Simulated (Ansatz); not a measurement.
Ge2S3Br2: checking a database structure before trusting its electric field gradients

The cell is a computed structure from the Materials Project (it need not be an observed phase), atoms as given.

```cif
data_Ge2S3Br2
_symmetry_space_group_name_H-M 'P-1'
_symmetry_Int_Tables_number 2
_cell_length_a 9.1454
_cell_length_b 10.1826
_cell_length_c 10.3707
_cell_angle_alpha 86.162
_cell_angle_beta 63.954
_cell_angle_gamma 89.954
loop_
_atom_site_label
_atom_site_type_symbol
_atom_site_symmetry_multiplicity
_atom_site_Wyckoff_symbol
_atom_site_fract_x
_atom_site_fract_y
_atom_site_fract_z
Ge1 Ge 2 i 0.2582 0.1788 0.7415
Ge3 Ge 2 i 0.3020 0.4911 0.8229
Ge5 Ge 2 i 0.6350 0.3025 0.6671
Ge7 Ge 2 i 0.3583 0.2270 0.0159
S9 S 2 i 0.2135 0.0883 0.9571
S11 S 2 i 0.1518 0.3757 0.7472
S13 S 2 i 0.5150 0.1702 0.5772
S15 S 2 i 0.2629 0.4288 0.0455
S17 S 2 i 0.5631 0.5105 0.6657
S19 S 2 i 0.6246 0.2230 0.8761
Br21 Br 2 i 0.1159 0.0434 0.6659
Br23 Br 2 i 0.9055 0.3066 0.5087
Br25 Br 2 i 0.3234 0.1476 0.2397
Br27 Br 2 i 0.2086 0.7003 0.8345
```

One atom of each set is listed.

All values are calculated (Ansatz; DFT, PBE, plane waves and PAW, scalar-relativistic, 420 eV cutoff, Γ-centred 4×3×3 k-points, Fermi–Dirac smearing 0.02 eV), not measured.

Task: Do the atoms and the cell lie near the calculated equilibrium?

Result: Nearly. The largest force is 0.37 eV/Å, on atom 9 (S: 2 Ge at 2.22 Å, angle 100°), and the pressure is 1.8 GPa. Relaxing the atoms is still advisable, since electric field gradients respond to shifts of a few hundredths of an ångström.
